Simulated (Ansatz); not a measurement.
ZnInGaO4:
```
CELL_PARAMETERS angstrom
      1.65755     0.95699     8.58412
     -1.65755     0.95699     8.58412
      0.00000    -1.91397     8.58412
ATOMIC_POSITIONS crystal
  Zn 0.21869 0.21869 0.21869
  In 0.00295 0.00295 0.00295
  Ga 0.78713 0.78713 0.78713
  O  0.29511 0.29511 0.29511
  O  0.71124 0.71124 0.71124
  O  0.12117 0.12117 0.12117
  O  0.86372 0.86372 0.86372
```

Relaxed with PBEsol. Special points in fractions of this cell's reciprocal vectors: Γ (0.000, 0.000, 0.000); T (0.500, 0.500, 0.500); H2 (0.825, 0.175, 0.500); H0 (0.500, -0.175, 0.175); L (0.500, 0.000, 0.000); S0 (0.337, -0.337, 0.000); S2 (0.663, 0.000, 0.337); F (0.500, 0.000, 0.500).

Task: List the band energies nearest the valence-band maximum at these points for PBEsol in the plane-wave PAW code Ansatz.

Result: In eV from the valence-band maximum; about four levels below and three above (degenerate sets whole), none deeper than 8.9 eV; points with the same levels are listed once.

```
k                         below           above
--  ---------------------------  --------------
Γ   -0.80 -0.80 -0.57 0.00 0.00  1.17 4.36 4.97
T         -0.82 -0.82 0.00 0.00  2.59 2.90 5.23
H2      -1.58 -1.39 -0.72 -0.39  6.45 7.58 8.02
L       -1.19 -1.16 -0.53 -0.29  5.19 5.95 6.54
S0      -1.58 -1.38 -0.72 -0.39  6.45 7.58 8.04
F       -1.35 -1.18 -0.84 -0.47  5.31 5.80 6.51
```

Space group R3m. The PBEsol relaxation kept the symmetry of its start. Spin–orbit coupling is left out wherever it is not named.

Potentials: the earlier of the program's two PAW sets. The files were generated under PBE; for other functionals the program regenerates the frozen cores, and for LDA and PBEsol the local potential too.
